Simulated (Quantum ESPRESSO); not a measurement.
Zr2WF2O6, input and log of a self-consistent run

Simulated, not a measurement. The program is pw.x of Quantum ESPRESSO 7.5 (plane-wave density functional theory). The cell is made up: 11 atoms on a rutile lattice with one site empty, with randomly drawn elements, strain and displacements, not relaxed. PseudoDojo standard norm-conserving files (v0.5 for PBE, v0.4.1 for LDA and PBEsol) set the functional; there is no spin polarisation, spin-orbit coupling or dispersion term, and the masses in the input are unused placeholders. A spin-polarised start on this cell or one of its family kept no moment above 0.05 Bohr magneton at the same smearing; a narrower smearing was not tried.

Input:

```
&control calculation='scf', pseudo_dir='./dojo.nc.sr.pbe.v0_5.standard.upf', outdir='./o', disk_io='low', tprnfor=.true., tstress=.true. /
&system ibrav=0, nat=11, ntyp=4, nbnd=50, ecutwfc=84.00895049, nosym=.true., tot_charge=0,
 occupations='smearing', smearing='fd', degauss=0.0018374661
/
&electrons conv_thr=7.350e-09, electron_maxstep=60, /
ATOMIC_SPECIES
F 1.0 F.upf
O 1.0 O.upf
W 1.0 W.upf
Zr 1.0 Zr.upf
CELL_PARAMETERS angstrom
4.8757 0.0 0.0
0.0 4.8757 0.0
0.0 0.0 6.5075
ATOMIC_POSITIONS angstrom
Zr 0.0353 -0.0975 0.0452
Zr 2.4308 2.4661 1.5556
W 2.4399 2.4533 4.8401
F 1.4823 1.4948 0.0959
F 3.381 3.3717 0.0724
O 3.8527 0.993 1.4865
O 0.894 3.8113 1.6162
O 1.5252 1.5383 3.2713
O 3.4614 3.4155 3.2641
O 3.9072 0.9011 4.8764
O 0.9458 3.8358 5.0425
K_POINTS automatic
5 5 4 1 1 1
```

The log is shortened where brackets say so; the opening notice, blank lines, dates and the lines on written files are dropped, and the path of the files is cut. It prints rydbergs, bohrs and kilobars, and counts compression as positive stress. With no partly filled state, the Fermi energy that it prints is only some level between the filled and the empty states on the mesh, and need not lie in the true gap.

```
     Program PWSCF v.7.5
     Parallel version (MPI & OpenMP), running on       4 processor cores
     Number of MPI processes:                 4
     Threads/MPI process:                     1
     [start-up lines left out]
     bravais-lattice index     =            0
     lattice parameter (alat)  =       9.2137  a.u.
     unit-cell volume          =    1043.9621 (a.u.)^3
     number of atoms/cell      =           11
     number of atomic types    =            4
     number of electrons       =        88.00
     number of Kohn-Sham states=           50
     kinetic-energy cutoff     =      84.0090  Ry
     charge density cutoff     =     336.0358  Ry
     scf convergence threshold =      7.3E-09
     mixing beta               =       0.7000
     number of iterations used =            8  plain     mixing
     Exchange-correlation= PBE
                           (   1   4   3   4   0   0   0)
     [axes and pseudopotential details left out]
   Cartesian axes
     site n.     atom                  positions (alat units)
         1        Zr     tau(   1) = (   0.0072400  -0.0199971   0.0092705  )
         2        Zr     tau(   2) = (   0.4985541   0.5057940   0.3190516  )
         3        W      tau(   3) = (   0.5004205   0.5031688   0.9926985  )
         4        F      tau(   4) = (   0.3040179   0.3065816   0.0196690  )
         5        F      tau(   5) = (   0.6934389   0.6915315   0.0148491  )
         6        O      tau(   6) = (   0.7901840   0.2036631   0.3048793  )
         7        O      tau(   7) = (   0.1833583   0.7816929   0.3314806  )
         8        O      tau(   8) = (   0.3128166   0.3155034   0.6709396  )
         9        O      tau(   9) = (   0.7099288   0.7005148   0.6694628  )
        10        O      tau(  10) = (   0.8013619   0.1848145   1.0001436  )
        11        O      tau(  11) = (   0.1939824   0.7867178   1.0342105  )
     number of k points=    50  Fermi-Dirac smearing, width (Ry)=  0.0018
                       cart. coord. in units 2pi/alat
        k(    1) = (   0.1000000   0.1000000   0.0936554), wk =   0.0400000
        k(    2) = (   0.1000000   0.1000000   0.2809662), wk =   0.0400000
     [further k points left out]
     Dense  grid:   108523 G-vectors     FFT dimensions: (  54,  54,  72)
     Estimated max dynamical RAM per process >     306.23 MB
     Estimated total dynamical RAM >       1.12 GB
     Initial potential from superposition of free atoms
     starting charge      87.9947, renormalised to      88.0000
     Starting wfcs are   62 randomized atomic wfcs
     total cpu time spent up to now is        5.6 secs
     per-process dynamical memory:   235.1 Mb
     Self-consistent Calculation
     iteration #  1     ecut=    84.01 Ry     beta= 0.70
     Davidson diagonalization with overlap
     ethr =  1.00E-02,  avg # of iterations =  2.0
     total cpu time spent up to now is       15.5 secs
     total energy              =    -647.92672670 Ry
     estimated scf accuracy    <       6.41707232 Ry
     iteration #  2     ecut=    84.01 Ry     beta= 0.70
     Davidson diagonalization with overlap
     ethr =  7.29E-03,  avg # of iterations =  6.0
     total cpu time spent up to now is       31.3 secs
     total energy              =    -643.04321093 Ry
     estimated scf accuracy    <      74.30935134 Ry
     iteration #  3     ecut=    84.01 Ry     beta= 0.70
     Davidson diagonalization with overlap
     ethr =  7.29E-03,  avg # of iterations =  6.3
     total cpu time spent up to now is       46.9 secs
     total energy              =    -651.39350360 Ry
     estimated scf accuracy    <       3.09902535 Ry
     iteration #  4     ecut=    84.01 Ry     beta= 0.70
     Davidson diagonalization with overlap
     ethr =  3.52E-03,  avg # of iterations =  2.4
     total cpu time spent up to now is       56.3 secs
     total energy              =    -651.76282082 Ry
     estimated scf accuracy    <       0.67793137 Ry
     iteration #  5     ecut=    84.01 Ry     beta= 0.70
     Davidson diagonalization with overlap
     ethr =  7.70E-04,  avg # of iterations =  1.5
     total cpu time spent up to now is       64.9 secs
     total energy              =    -651.76054826 Ry
     estimated scf accuracy    <       0.25931225 Ry
     [iterations 6 to 15 left out]
     iteration # 16     ecut=    84.01 Ry     beta= 0.70
     Davidson diagonalization with overlap
     ethr =  9.23E-10,  avg # of iterations =  2.8
     total cpu time spent up to now is      187.3 secs
     total energy              =    -651.76739389 Ry
     estimated scf accuracy    <       0.00000020 Ry
     iteration # 17     ecut=    84.01 Ry     beta= 0.70
     Davidson diagonalization with overlap
     ethr =  2.31E-10,  avg # of iterations =  3.1
     total cpu time spent up to now is      197.3 secs
     total energy              =    -651.76739393 Ry
     estimated scf accuracy    <       0.00000020 Ry
     iteration # 18     ecut=    84.01 Ry     beta= 0.70
     Davidson diagonalization with overlap
     ethr =  2.22E-10,  avg # of iterations =  1.8
     total cpu time spent up to now is      205.8 secs
     total energy              =    -651.76739395 Ry
     estimated scf accuracy    <       0.00000002 Ry
     iteration # 19     ecut=    84.01 Ry     beta= 0.70
     Davidson diagonalization with overlap
     ethr =  2.32E-11,  avg # of iterations =  4.8
     total cpu time spent up to now is      217.3 secs
     total energy              =    -651.76739395 Ry
     estimated scf accuracy    <          9.4E-09 Ry
     iteration # 20     ecut=    84.01 Ry     beta= 0.70
     Davidson diagonalization with overlap
     ethr =  1.07E-11,  avg # of iterations =  2.1
     total cpu time spent up to now is      226.6 secs
     End of self-consistent calculation
          k = 0.1000 0.1000 0.0937 ( 13565 PWs)   bands (ev):
   -69.2342 -41.6579 -41.4667 -33.3826 -33.3221 -33.0199 -21.5335 -21.0119
   -19.9517 -19.7214 -19.5931 -19.4311 -18.2394 -17.5932 -10.2556  -9.8547
    -9.4640  -9.2031  -8.8080  -8.0663  -2.4532  -1.6687  -1.1658  -0.9358
    -0.8905  -0.2541   1.9525   3.2985   3.3330   3.4859   3.6453   3.7590
     4.0786   4.2471   4.3280   4.8290   5.1425   5.2905   5.5313   5.9835
     6.0714   6.2550   6.2768   6.6666   7.5372   8.4605   8.6992  10.0143
    10.4061  10.4856
     [levels at the other k points left out]
     the Fermi energy is     7.1237 ev
!    total energy              =    -651.76739395 Ry
     estimated scf accuracy    <          2.2E-09 Ry
     smearing contrib. (-TS)   =      -0.00000000 Ry
     internal energy E=F+TS    =    -651.76739394 Ry
     The total energy is F=E-TS. E is the sum of the following terms:
     one-electron contribution =    -260.56684287 Ry
     hartree contribution      =     169.57841910 Ry
     xc contribution           =    -144.63128898 Ry
     ewald contribution        =    -416.14768119 Ry
     convergence has been achieved in  20 iterations
     Forces acting on atoms (cartesian axes, Ry/au):
     atom    1 type  4   force =    -0.01893911    0.06848714    0.09450778
     atom    2 type  4   force =     0.01979346   -0.01826615    0.35270967
     atom    3 type  3   force =     0.03329089   -0.04887897   -0.51292329
     atom    4 type  1   force =    -0.02342953   -0.02786379   -0.08765025
     atom    5 type  1   force =     0.01011934    0.01700967   -0.09232094
     atom    6 type  2   force =    -0.02005445    0.01278037   -0.07540506
     atom    7 type  2   force =     0.01817273   -0.00282788   -0.09006686
     atom    8 type  2   force =     0.08111958    0.08475544    0.16746051
     atom    9 type  2   force =    -0.11532864   -0.09418348    0.15650981
     atom   10 type  2   force =    -0.12278120    0.13040150    0.07834514
     atom   11 type  2   force =     0.13803693   -0.12141386    0.00883349
     Total force =     0.773878     Total SCF correction =     0.000074
     Computing stress (Cartesian axis) and pressure
          total   stress  (Ry/bohr**3)                   (kbar)     P=      -81.64
  -0.00051116   0.00094279   0.00000395          -75.19      138.69        0.58
   0.00094279  -0.00045880  -0.00000190          138.69      -67.49       -0.28
   0.00000395  -0.00000190  -0.00069489            0.58       -0.28     -102.22
     init_run     :      5.25s CPU      5.48s WALL (       1 calls)
     electrons    :    220.51s CPU    221.09s WALL (       1 calls)
     forces       :      2.12s CPU      2.13s WALL (       1 calls)
     stress       :      7.94s CPU      8.18s WALL (       1 calls)
     [timing details left out]
     PWSCF        :   3m55.96s CPU   3m57.11s WALL
     JOB DONE.
```

In other units: free energy -8867.747 eV for the cell, pressure -8.16 GPa, largest force component 13.188 eV/Å. A rerun of a related cell, with the same atoms placed differently, at a cutoff of 1467 eV and k mesh 7 x 7 x 6 moved values by no more than 0.005 eV in energy, 0.02 GPa in stress and 0.004 eV/Å in force.